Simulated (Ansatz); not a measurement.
## BaCuS: input and output

The input, for Ansatz 0.2.0 (plane waves, PAW):

```yaml
crystal:
  lattice:
    - [4.63014135, 0.0, 0.0]
    - [0.0, 4.63014135, 0.0]
    - [0.0, 0.0, 8.09650059]
  atoms:
    - { symbol: Cu, position: [0.0, 0.0, 0.0] }
    - { symbol: Cu, position: [0.5, 0.5, 0.0] }
    - { symbol: Ba, position: [0.0, 0.5, 0.168] }
    - { symbol: Ba, position: [0.5, 0.0, 0.832] }
    - { symbol: S, position: [0.0, 0.5, 0.688] }
    - { symbol: S, position: [0.5, 0.0, 0.312] }
kpoints:
  mp_grid: { grid: [5, 5, 3], shift: [0, 0, 0] }
  band_path:
    path:
      - [0.0, 0.0, 0.0]
      - [0.0, 0.5, 0.0]
      - [0.5, 0.5, 0.0]
      - [0.0, 0.0, 0.0]
      - [0.0, 0.0, 0.5]
      - [0.0, 0.5, 0.5]
      - [0.5, 0.5, 0.5]
      - [0.0, 0.0, 0.5]
      - [0.0, 0.5, 0.0]
      - [0.0, 0.5, 0.5]
      - [0.5, 0.5, 0.0]
    npoints: 6
magnetization:
  spin_polarized: true
scf:
  occupations: { method: fermi_dirac }
  lower_state_search: "off"
  max_iter: 200
hamiltonian:
  pseudopotentials: { kind: paw }
  xc: r2scan
  hubbard:
    projectors: all-electron-ortho-atomic
    sites: [{ species: Cu, l: d, u_eff: 1.62 }]
basis:
  ecutwfc: 500
  fft_grid_basis: typed
output:
  forces: true
  stress: true
  eigenvalues: true
  bader: true
  populations: true
  elf: true
  write_potential: true
  volumetric_format: npy
  dos:
    e_range: [-12, 8]
    de: 0.05
    projected: { site_lists: { Ba: [Ba], Cu: [Cu], S: [S] } }
checkpoint:
  read: saved_state
```

Command:

```sh
ansatz run input.yaml --threads 1 --pin off --max-ram 2560MiB --backend cpu --events-out ev --progress --plain --runs-dir out
```

The saved state is an earlier solution for the same cell, perhaps on another mesh. The state carries no moments; the state need not be the lowest.

Excerpt of what it printed:

```
Cu: projections on atomic orbitals take those of the free atom [Ne] 3s2 3p6 3d10 4s1, of charge +0.00 (hamiltonian.pseudopotentials.projection_atoms); the dataset's partial waves leave at most 2.0e-6 of an orbital's norm unspanned inside its sphere
Ba: projections on atomic orbitals take those of the free atom [Kr 4d10] 5s2 5p6 6s2, of charge +0.00 (hamiltonian.pseudopotentials.projection_atoms); the dataset's partial waves leave at most 9.7e-6 of an orbital's norm unspanned inside its sphere
S: projections on atomic orbitals take those of the free atom [Ne] 3s2 3p4, of charge +0.00 (hamiltonian.pseudopotentials.projection_atoms); the dataset's partial waves leave at most 1.6e-7 of an orbital's norm unspanned inside its sphere
Pseudopotentials: kind: paw
Pseudopotential: Cu, paw, valence charge 19, recommended cutoff 500 eV (meta_gga), Cu.paw.azcp
Pseudopotential: Ba, paw, valence charge 10, recommended cutoff 500 eV (meta_gga), Ba.paw.azcp
Pseudopotential: S, paw, valence charge 6, recommended cutoff 500 eV (meta_gga), S.paw.azcp
Functional definition: r2SCAN
  exchange = r2scan_x(k0 = k0, k1 = k1, a1 = a1)
  correlation = r2scan_c
Crystal: 6 atoms, lattice volume = 173.574 Å³
Basis set: ecut = 500 eV, 4385 PW (Γ), exchange–correlation on 144×144×240 points (64 copies of the dense FFT grid, shifted against one another)
Bands: 42, of which v1, the nominal top of the filled ones, is band 35 counted from 1 (34 counted from 0)
Symmetry: 16 space group operations
Space group: P4/nmm (ITA 129), of the structure as read, at distance tolerance 5.6e-5 Å
k-points: 12 of 75
Initial density: read from a saved state, or passed on in memory by an earlier SCF of this step, an earlier step, the calling program or the single point that the run made first
Functional: x = r2scan, c = r2scan; τ floored in thin density (d = 2e-4 eV/Å³)
SCF iter   1: F=-27001.8081 eV  Δρ=3.86e-4  dr2=5.66e-4  dr2_τ=2.11e-4  dr2_m=0.00e0  M=0.000 μB ∫|m|=0.000 μB
SCF iter   2: F=-27001.8084 eV  Δρ=2.62e-4  dr2=2.43e-4  dr2_τ=1.21e-5  dr2_m=0.00e0  M=0.000 μB ∫|m|=0.000 μB
SCF iter   3: F=-27001.8085 eV  Δρ=1.47e-4  dr2=1.08e-4  dr2_τ=3.30e-6  dr2_m=0.00e0  M=0.000 μB ∫|m|=0.000 μB
SCF iter   4: F=-27001.8085 eV  Δρ=4.72e-5  dr2=9.67e-6  dr2_τ=1.95e-7  dr2_m=0.00e0  M=0.000 μB ∫|m|=0.000 μB
SCF iter   5: F=-27001.8086 eV  Δρ=1.01e-5  dr2=1.23e-6  dr2_τ=3.61e-8  dr2_m=0.00e0  M=0.000 μB ∫|m|=0.000 μB
SCF iter   6: F=-27001.8086 eV  Δρ=4.94e-6  dr2=5.05e-7  dr2_τ=3.24e-9  dr2_m=0.00e0  M=0.000 μB ∫|m|=0.000 μB
SCF iter   7: F=-27001.8086 eV  Δρ=2.36e-6  dr2=1.68e-7  dr2_τ=9.01e-10  dr2_m=0.00e0  M=0.000 μB ∫|m|=0.000 μB
SCF iter   8: F=-27001.8086 eV  Δρ=1.43e-6  dr2=6.69e-8  dr2_τ=2.26e-10  dr2_m=0.00e0  M=0.000 μB ∫|m|=0.000 μB
Magnetization: 0.0000 μB (35.0000 up, 35.0000 down)
Absolute magnetization: 0.0000 μB (∫|ρ↑−ρ↓|)
Spin contamination: 0.0000 ħ² per cell (⟨S²⟩ above its minimum at these occupations)
Per-site moments (μB) at R_I (Å): [(0.0, 1.1076), (0.0, 1.1076), (0.0, 1.1076), (0.0, 1.1076), (0.0, 1.4134), (0.0, 1.4134)]
Free energy (F): -27001.8086 eV
Harris-Foulkes:  -27001.8086 eV  (|F-HF|=1.58e-8)
Internal energy: -27001.7039 eV  (E = F + TS)
E sigma→0 (E₀):  -27001.7562 eV
Entropy (-TS):   -0.1047 eV (-17.449 meV/atom)
Fermi energy:    6.2714 eV
--- Per-component energies (eV) ---
  E_band       = -1297.7392
  E_kinetic    = 1155.7693
  E_local      = -17003.8803  (includes V_loc(G=0)·N_el)
  E_nonlocal   = 979.6854
  E_hartree    = 7685.4069
  E_xc         = -660.7828
  E_vxc        = -728.0443  (∫ρ·V_xc dr)
  E_hubbard    = 0.1412  (on-site DFT+U / exact-exchange correction)
  E_vhub       = -15.7753  (the Hubbard potential's part of the band-sum identity)
  E_paw        = -15097.4007  (= ΣΔE_a)
  E_vpaw       = -1098.1420  (= ΣTr[D̂ρ^β])
  E_aug_tail   = 0.0003  (compensation charges beyond the density's cutoff)
  E_vtau       = 41.8006  (kinetic-family band-sum trace: ∫τ·v_τ [+ j·A + Jᵃ·Aᵃ] dr)
  E_ewald      = -4059.9621
  E_core_change = -0.6809  (= ΣΔE_core)
  E_smearing   = -0.1047  (= −TS)
--- Forces (eV/Å), atoms counted from 1 ---
  atom   1  Cu     0.0000     0.0000     0.0000
  atom   2  Cu     0.0000     0.0000     0.0000
  atom   3  Ba     0.0000     0.0000     4.3460
  atom   4  Ba     0.0000     0.0000    -4.3460
  atom   5  S      0.0000     0.0000     2.2081
  atom   6  S      0.0000     0.0000    -2.2081
--- Stress (GPa, compression-positive) ---
        6.2517       0.0000       0.0000
        0.0000       6.2517       0.0000
        0.0000       0.0000      -1.7618
  P = ⅓ Tr σ = 3.5805 GPa (35.805 kbar)
--- Löwdin populations: 6 sites ---
  site symbol       q [e]    m [muB]
     0     Cu     19.2274     0.0000
     1     Cu     19.2274     0.0000
     2     Ba      8.3219     0.0000
     3     Ba      8.3219     0.0000
     4      S      6.9307     0.0000
     5      S      6.9307     0.0000
  spilling = 0.0149 (of n_electrons = 70.0000)
--- Bader charges: 6 sites ---
  site symbol  charge [e]  shift [e]    m [muB]
     0     Cu     -0.2269     0.0016     0.0000
     1     Cu     -0.2269     0.0016     0.0000
     2     Ba      1.2205     0.0016     0.0000
     3     Ba      1.2205     0.0016     0.0000
     4      S     -0.9936     0.0000     0.0000
     5      S     -0.9936     0.0000     0.0000
```

Absolute energies hang on the potentials; compare differences alone.

Origin: a known structure type with other elements, at an estimated volume, so it need not be a known compound. Caveats: the input typed no starting moments; atoms or cell far from equilibrium.
